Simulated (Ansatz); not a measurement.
Property card for MnGe

MnGe:
```yaml
crystal:
  lattice:
    - [2.86092, 0.00000, 0.00000]
    - [0.00000, 3.68728, 0.00000]
    - [0.00000, 0.00000, 5.31722]
  atoms:
    - { symbol: Mn, position: [0.00000, 0.00000, 0.99442] }
    - { symbol: Ge, position: [0.50000, 0.50000, 0.17225] }
    - { symbol: Mn, position: [0.50000, 0.00000, 0.49442] }
    - { symbol: Ge, position: [0.00000, 0.50000, 0.67225] }
```
The run is spin-polarised; directions of the spins, atom by atom: ↑ 0 ↓ 0.

Space group Amm2 (No. 38); conventional cell a = 3.687 Å, b = 2.861 Å, c = 5.317 Å, α = β = γ = 90.00°.

Method: the program Ansatz at the PBE level (PAW). Structure relaxed to zero pressure with the same functional. Other levels are named where they apply.

Cell and energy:

- Volume per atom: 14.02 Å³
- Density: 7.55 g/cm³
- Formation energy from the elements (no fitted shifts): -0.006 eV/atom

Electronic structure:

- Electronic character: metallic (no gap)
- Density of states at the Fermi level: 0.52 states/eV per atom (mean over ±0.08 eV)

Magnetism:

Magnetic order: antiferromagnetic
Net moment: 0.00 μB per atom

Mechanics:

Bulk modulus (Birch–Murnaghan fit): 84.2 GPa
Pressure derivative B′: 1.1

The cell is a constructed one: a structure type filled with these elements; neither database checked (COD, Materials Project) lists it. Its standing as an ambient phase is unchecked. The cell was relaxed with PBE under the symmetry of its start, as lowered by the spin order; whether a distortion lowers the energy is not shown. Magnetic state: antiferromagnetic, chosen from 4 collinear starts compared on coarse meshes (ties went to the first, and starts can fall back to one state), not a proven ground state. Point labels and valley counts follow the cell and symmetry of the run, lower than the named group. The references are the lowest solids computed at this level, not always the standard phases. Scalar-relativistic: spin–orbit coupling is off unless named, which matters more the heavier the elements.

Potentials: the later of the program's two PAW sets.
